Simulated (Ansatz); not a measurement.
**Question.** Ag (diamond, Fd-3m) is relaxed with DFT-PBE in the program Ansatz with PAW potentials. What lattice parameters of the conventional cell result?

**Answer.** a = 6.218 Å.

The start of the workflow was typed in or built on a structure type; neither database checked (COD, Materials Project) lists it. It is not the phase usual at ambient conditions (space group No. 225). The cell was relaxed with PBE under the symmetry of its start; its stability against distortions is not shown here. No spin polarisation was allowed.

Potentials: the earlier of the program's two PAW sets.
